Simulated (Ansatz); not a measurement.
BiAu$_{2}$:
```xyz
6
Lattice="0.0000 3.9722 3.9722 3.9722 0.0000 3.9722 3.9722 3.9722 0.0000" Properties=species:S:1:pos:R:3 pbc="T T T"
Bi     0.0000     0.0000     0.0000
Bi     1.9861     1.9861     1.9861
Au     2.9792     2.9792     4.9653
Au     2.9792     4.9653     2.9792
Au     4.9653     4.9653     4.9653
Au     4.9653     2.9792     2.9792
```

Relaxed with PBEsol.

Question: Which orbitals make up the states near the Fermi level in PBEsol in the plane-wave PAW code Ansatz?

Answer: Within 0.5 eV of the Fermi level: Bi 6p 56 %, Au 6s 16 %, Au 5d 15 %, outside the projected shells 12 %. Projections are on Löwdin-orthogonalised atomic valence shells; empty p or d shells of many metals are not among them.

Question: Tabulate the density of states.

Answer: States/eV per cell of 6 atoms, in 0.25 eV bins, energy from the Fermi level.

```csv
E (eV),total,Au 5d,Bi 6p,Au 6s
-7.85,1.77,0.90,0.10,0.64
-7.60,3.73,1.32,0.48,1.71
-7.35,1.63,0.46,0.28,0.82
-7.10,0.68,0.20,0.11,0.34
-6.85,0.28,0.09,0.05,0.14
-6.60,0.95,0.34,0.16,0.43
-6.35,4.59,2.99,0.45,1.09
-6.10,6.74,5.17,0.75,0.76
-5.85,9.96,7.56,1.56,0.77
-5.60,11.65,9.15,1.70,0.68
-5.35,13.28,11.37,1.36,0.38
-5.10,8.27,7.10,0.86,0.18
-4.85,8.90,7.61,0.76,0.31
-4.60,11.31,9.63,0.79,0.52
-4.35,7.38,6.35,0.41,0.37
-4.10,10.29,8.92,0.55,0.45
-3.85,12.54,11.07,0.62,0.48
-3.60,9.52,8.47,0.43,0.38
-3.35,16.24,15.12,0.36,0.48
-3.10,16.49,15.40,0.18,0.57
-2.85,7.01,6.17,0.13,0.49
-2.60,4.20,3.27,0.21,0.53
-2.35,3.57,2.79,0.33,0.30
-2.10,2.77,1.98,0.46,0.21
-1.85,2.13,1.22,0.69,0.11
-1.60,4.96,2.51,1.93,0.25
-1.35,9.08,5.22,3.15,0.41
-1.10,2.05,0.72,0.82,0.33
-0.85,1.24,0.30,0.57,0.24
-0.60,3.12,0.57,1.51,0.61
-0.35,2.39,0.36,1.26,0.42
-0.10,1.37,0.18,0.77,0.20
0.15,1.10,0.15,0.65,0.14
0.40,1.29,0.20,0.76,0.17
0.65,1.88,0.30,1.07,0.28
0.90,2.66,0.40,1.51,0.41
1.15,1.92,0.24,1.09,0.30
1.40,1.82,0.21,1.01,0.33
1.65,1.96,0.21,1.07,0.40
1.90,2.07,0.20,1.13,0.46
2.15,3.01,0.30,1.32,0.90
2.40,3.74,0.33,1.55,1.24
2.65,3.59,0.27,1.59,1.16
2.90,4.91,0.30,2.41,1.59
3.15,4.50,0.22,2.19,1.54
3.40,4.65,0.25,1.83,2.07
3.65,0.99,0.07,0.27,0.53
3.90,1.00,0.05,0.12,0.35
4.15,1.31,0.05,0.16,0.26
4.40,1.18,0.04,0.13,0.19
4.65,1.50,0.04,0.14,0.17
```

Space group Fd-3m (cubic Laves (MgCu2 type)). The workflow started from a Materials Project entry (that database holds measured and hypothetical structures alike); the Crystallography Open Database files this formula in space group No. 227, but the cells were not matched. Whether it is the stable phase at ambient conditions was not checked. The PBEsol relaxation kept the symmetry of its start; of distortions, only those at the zone centre were tested. Scalar-relativistic: spin–orbit coupling is off unless named, which matters more the heavier the elements.

Potentials: the later of the program's two PAW sets.
